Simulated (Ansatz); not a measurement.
# NaBH4 — electric field gradients

The cell is a computed structure from the Materials Project (it need not be an observed phase), whose atoms a relaxation with PBE at fixed cell left in place.

```cif
data_NaBH4
_symmetry_space_group_name_H-M 'Pnma'
_symmetry_Int_Tables_number 62
_cell_length_a 9.7298
_cell_length_b 4.7795
_cell_length_c 6.5659
_cell_angle_alpha 90.000
_cell_angle_beta 90.000
_cell_angle_gamma 90.000
loop_
_atom_site_label
_atom_site_type_symbol
_atom_site_symmetry_multiplicity
_atom_site_Wyckoff_symbol
_atom_site_fract_x
_atom_site_fract_y
_atom_site_fract_z
Na Na 4 c 0.8536 0.7500 0.9169
B B 4 c 0.3614 0.2500 0.3474
H9 H 8 d 0.2900 0.4594 0.3226
H17 H 4 c 0.4534 0.2500 0.2200
H21 H 4 c 0.4066 0.2500 0.5229
```

One atom of each set is listed.

The numbers come from a DFT calculation in Ansatz (PBE, plane waves and PAW, scalar-relativistic, 420 eV cutoff, Γ-centred 3×6×4 k-points, Fermi–Dirac smearing 0.02 eV).

V_zz is the principal component of the electric field gradient with the largest magnitude, η = (V_xx − V_yy)/V_zz and C_Q = eQV_zz/h.

23Na: I = 3/2, Q = 104.0 mb; 11B: I = 3/2, Q = 40.59 mb; ²H: I = 1, Q = 2.858 mb. Q values from Pyykkö, Mol. Phys. 116, 1328 (2018).

```csv
site,atoms,first shell,V_zz (10²¹ V/m²),η,C_Q (MHz)
Na,4,8 H at 2.28–2.48 Å,-0.20,0.40,-0.511
B,4,4 H at 1.22–1.23 Å,-0.21,0.52,-0.207
H9,8,1 B at 1.23 Å,1.72,0.18,0.119
H17,4,1 B at 1.22 Å,1.77,0.10,0.122
H21,4,1 B at 1.23 Å,1.68,0.03,0.116
```

At H9, H17 and H21 V_zz points along its bond to B (within 3°) in each case.

The lattice is static: at room temperature BH₄ may turn and average the couplings of its hydrogen.
